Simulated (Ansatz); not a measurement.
Input file for Ansatz (an electronic-structure program):

Ansatz 0.2 input:
```yaml
crystal:
  lattice:
    - [3.3820761089, 0.0, 0.0]
    - [0.0, 3.3820761089, 0.0]
    - [0.0, 0.0, 3.3820761089]
  atoms:
    - { symbol: Sc, position: [0.5, 0.5, 0.5] }
    - { symbol: Ag, position: [0.0, 0.0, 0.0] }
kpoints:
  mp_grid: { grid: [9, 9, 9] }
  band_path:
    path:
      - [[0.0, 0.0, 0.0], [0.0, 0.5, 0.0], [0.5, 0.5, 0.0], [0.0, 0.0, 0.0], [0.5, 0.5, 0.5], [0.0, 0.5, 0.0]]  # Γ-X-M-Γ-R-X
      - [[0.5, 0.5, 0.5], [0.5, 0.5, 0.0]]  # R-M
    npoints: 12
basis: { xc_grid: 2 }
hamiltonian:
  xc: pbesol
  pseudopotentials: { kind: paw }
magnetization: { noncollinear: true, spin_orbit: true }
scf:
  n_extra_bands: 12
  convergence: { dr2_threshold: 0.0000000001 }
  occupations: { method: gaussian, width: 0.05 }
output: { eigenvalues: true }
```

Output (shortened):

```
Pseudopotentials: kind: paw_fr
Pseudopotential: Sc, paw_fr, valence charge 11
Pseudopotential: Ag, paw_fr, valence charge 19
Functional definition: PBEsol
non-collinear run that drives no moment, with spin-orbit …
Crystal: 2 atoms, lattice volume = 38.686 Å³
Basis set: ecut = 420 eV, 739 PW (Γ), exchange–correlation on 48×48×48 points (8 copies of the dense FFT grid, shifted against one another)
Bands: 42, of which v1, the nominal top of the filled ones, is band 30 counted from 1 (29 counted from 0)
Symmetry: 48 space group operations + 48 with time reversal
k-points: 35 of 729
Projection manifold: j_resolved (fully-relativistic pseudo-atomic orbitals)
PAW frozen core: Sc, regenerated for the run's functional, and the local potential with it
PAW frozen core: Ag, regenerated for the run's functional, and the local potential with it
Initial density: superposition of atomic densities (chi_scale 0.1, normalization cell, long waves kept (reshape's long-wave potential 0.00 eV rms))
Initial wavefunctions: pseudopotential atomic-orbital guess
Eigensolver: davidson
Functional: x = pbesol(κ = 0.804, μ = 0.12345679012345678), c = pbesol(β = 0.046)
SCF iter   1: F=—  HF=-9639.771785 eV  |F-HF|=—  |Δ(HF+E_count)|=         —  Δρ=2.05e-1  dr2=2.39e1  dr2_m=0.00e0 (ungated)  ethr=3.10e-3  |M|=0.00e0 ∫|m|=0.00e0 μB  |m|>n=0.0e0 m-floor=0.0e0 τ_xc=0.0e0  β_m=0.30  ⟨swp⟩=8.3  Hψ=3545  notcnv=0  defer=8
all-band conjugate gradients solve this SCF's bands
preconditioner: auto → none
SCF iter   2: F=—  HF=-9636.799938 eV  |F-HF|=—  |Δ(HF+E_count)|=    2.97e0  Δρ=4.36e-2  dr2=9.58e-1  dr2_m=0.00e0 (ungated)  ethr=3.10e-3  |M|=0.00e0 ∫|m|=0.00e0 μB  |m|>n=0.0e0 m-floor=0.0e0 τ_xc=0.0e0  β_m=0.33  ⟨swp⟩=2.2  Hψ=1537  notcnv=0  defer=160
SCF iter   3: F=—  HF=-9636.603986 eV  |F-HF|=—  |Δ(HF+E_count)|=   1.96e-1  Δρ=2.09e-2  dr2=1.20e-1  dr2_m=0.00e0 (ungated)  ethr=3.10e-3  |M|=0.00e0 ∫|m|=0.00e0 μB  |m|>n=0.0e0 m-floor=0.0e0 τ_xc=0.0e0  β_m=0.48  ⟨swp⟩=2.0  Hψ=1006  notcnv=0  defer=186
SCF iter   4: F=—  HF=-9636.595021 eV  |F-HF|=—  |Δ(HF+E_count)|=   8.96e-3  Δρ=9.81e-3  dr2=4.03e-2  dr2_m=0.00e0 (ungated)  ethr=4.00e-4  |M|=0.00e0 ∫|m|=0.00e0 μB  |m|>n=0.0e0 m-floor=0.0e0 τ_xc=0.0e0  β_m=0.46  ⟨swp⟩=2.1  Hψ=1032  notcnv=0  defer=190
SCF iter   5: F=—  HF=-9636.595808 eV  |F-HF|=—  |Δ(HF+E_count)|=   7.87e-4  Δρ=5.14e-3  dr2=1.92e-2  dr2_m=0.00e0 (ungated)  ethr=1.34e-4  |M|=0.00e0 ∫|m|=0.00e0 μB  |m|>n=0.0e0 m-floor=0.0e0 τ_xc=0.0e0  β_m=0.73  ⟨swp⟩=2.1  Hψ=979  notcnv=0  defer=198
SCF iter   6: F=—  HF=-9636.592528 eV  |F-HF|=—  |Δ(HF+E_count)|=   3.28e-3  Δρ=2.13e-3  dr2=3.17e-3  dr2_m=0.00e0 (ungated)  ethr=6.40e-5  |M|=0.00e0 ∫|m|=0.00e0 μB  |m|>n=0.0e0 m-floor=0.0e0 τ_xc=0.0e0  β_m=0.68  ⟨swp⟩=2.0  Hψ=992  notcnv=0  defer=198
SCF iter   7: F=—  HF=-9636.591892 eV  |F-HF|=—  |Δ(HF+E_count)|=   6.35e-4  Δρ=7.51e-4  dr2=3.99e-4  dr2_m=0.00e0 (ungated)  ethr=1.06e-5  |M|=0.00e0 ∫|m|=0.00e0 μB  |m|>n=0.0e0 m-floor=0.0e0 τ_xc=0.0e0  β_m=0.84  ⟨swp⟩=1.9  Hψ=742  notcnv=0  defer=198
SCF iter   8: F=—  HF=-9636.591808 eV  |F-HF|=—  |Δ(HF+E_count)|=   8.43e-5  Δρ=1.32e-4  dr2=1.29e-5  dr2_m=0.00e0 (ungated)  ethr=1.33e-6  |M|=0.00e0 ∫|m|=0.00e0 μB  |m|>n=0.0e0 m-floor=0.0e0 τ_xc=0.0e0  β_m=0.92  ⟨swp⟩=2.1  Hψ=846  notcnv=0  defer=198
SCF iter  11: F=-9636.591805 eV  HF=-9636.591805 eV  |F-HF|=0.00e0  |Δ(HF+E_count)|=  5.46e-12  Δρ=7.41e-8  dr2=1.87e-12  dr2_m=0.00e0 (ungated)  ethr=1.00e-12  |M|=0.00e0 ∫|m|=0.00e0 μB  |m|>n=0.0e0 m-floor=0.0e0 τ_xc=0.0e0  ⟨swp⟩=1.0  Hψ=1511  notcnv=0
SCF 1 converged in 11 iterations: F = -9636.591805 eV  dr2 = 1.87e-12
NSCF: frozen V_eff on 74 k-points
SCF converged after 11 iterations
Magnetization: |M| = 0.0000 μB,  M = (+0.0000, +0.0000, +0.0000) μB
Absolute magnetization: 0.0000 μB (∫|m|)
  site 0: m = (+0.0000, +0.0000, +0.0000) μB, |m| = 0.0000 μB  (R = 1.21 Å)
  site 1: m = (+0.0000, +0.0000, +0.0000) μB, |m| = 0.0000 μB  (R = 1.21 Å)
Free energy (F): -9636.591805 eV
Harris-Foulkes:  -9636.591805 eV  (|F-HF|=0.00e0)
Internal energy: -9636.589005 eV  (E = F + TS)
E sigma→0 (E₀):  -9636.590405 eV
Entropy (-TS):   -0.002800 eV (-1.400 meV/atom)
Fermi energy:    13.945146 eV
--- Per-component energies (eV) ---
  E_band       = -433.101544
  E_kinetic    = 787.856765
  E_local      = -3319.895475  (includes V_loc(G=0)·N_el)
  E_nonlocal   = 161.227261
  E_hartree    = 1412.496302
  E_xc         = -288.359746
  E_vxc        = -364.689965  (∫ρ·V_xc dr)
  E_paw        = -4765.446828  (= ΣΔE_a)
  E_vpaw       = -522.593123  (= ΣTr[D̂ρ^β])
  E_aug_tail   = 0.000302  (compensation charges beyond the density's cutoff)
  E_ewald      = -3624.921923
  E_core_change = 0.454336  (= ΣΔE_core)
  E_smearing   = -0.002800  (= −TS)
  E_closure    =  0.000000  (closes the sum)
  Σ components = -9636.591805   (vs F -9636.591805, Δ=0.00e0)
  [band-id]    e_kinetic+e_local+e_nonlocal+2·e_hartree+e_vxc+e_vpaw+e_augmentation_tail = -433.101631   (vs E_band -433.101544, Δ=-8.67e-5)
--- Band table (eV; the first three rows and the last of 35) ---
  k-point 0: bands = ["-78.5651", "-78.5651", "-45.6028", "-45.6028", "-40.4628", "-40.4628", "-40.4628", "-40.4628", "-35.8144", "-35.8144", "-14.7926", "-14.7926", "-14.2803", "-14.2803", "-14.2803", "-14.2803", "7.0044", "7.0044", "8.1141", "8.1141", "8.1141", "8.1141", "9.1961", "9.1961", "9.1961", "9.1961", "9.4810", "9.4810", "14.5487", "14.5487", "14.5487", "14.5487", "16.7472", "16.7472", "16.7472", "16.7472", "16.7886", "16.7886", "20.1330", "20.1330", "20.5719", "20.5719"]
  k-point 1: bands = ["-78.5651", "-78.5651", "-45.6031", "-45.6031", "-40.4639", "-40.4639", "-40.4626", "-40.4626", "-35.8126", "-35.8126", "-14.7981", "-14.7981", "-14.2929", "-14.2929", "-14.2790", "-14.2790", "7.1962", "7.1962", "8.1491", "8.1491", "8.1920", "8.1920", "9.1760", "9.1760", "9.1984", "9.1984", "9.4689", "9.4689", "14.4923", "14.4923", "14.5374", "14.5374", "16.4423", "16.4423", "16.4824", "16.4824", "16.7322", "16.7322", "19.5809", "19.5809", "20.8324", "20.8324"]
  k-point 2: bands = ["-78.5649", "-78.5649", "-45.6038", "-45.6038", "-40.4667", "-40.4667", "-40.4623", "-40.4623", "-35.8082", "-35.8082", "-14.8138", "-14.8138", "-14.3231", "-14.3231", "-14.2758", "-14.2758", "7.7127", "7.7127", "8.2394", "8.2394", "8.4314", "8.4314", "9.1387", "9.1387", "9.1923", "9.1923", "9.4535", "9.4535", "14.3049", "14.3049", "14.3450", "14.3450", "15.8689", "15.8689", "15.9224", "15.9224", "16.6550", "16.6550", "18.2604", "18.2604", "22.0614", "22.0614"]
  k-point 34: bands = ["-78.5638", "-78.5638", "-45.6099", "-45.6099", "-40.4739", "-40.4739", "-40.4739", "-40.4739", "-35.7762", "-35.7762", "-14.9091", "-14.9091", "-14.4046", "-14.4046", "-14.4046", "-14.4046", "8.3582", "8.3582", "8.3830", "8.3830", "8.7094", "8.7094", "9.8049", "9.8049", "9.8089", "9.8089", "12.4464", "12.4464", "12.7927", "12.7927", "12.8908", "12.8908", "17.1080", "17.1080", "17.1090", "17.1090", "18.1121", "18.1121", "19.2384", "19.2384", "20.1995", "20.1995"]
  band table: 42 of 42 bands, residual norms ≤ 1.0e-3 eV
```

Cost: around 26 core-seconds (rough) on shared cores.

Space group Pm-3m (CsCl type). The workflow started from an entry of the Crystallography Open Database (COD). Whether it is the stable phase at ambient conditions was not checked. Symmetry was held in the PBEsol relaxation; whether a distortion lowers the energy is not shown. No spin polarisation was allowed.

Potentials: the later of the program's two PAW sets.

Ansatz is a plane-wave DFT program.
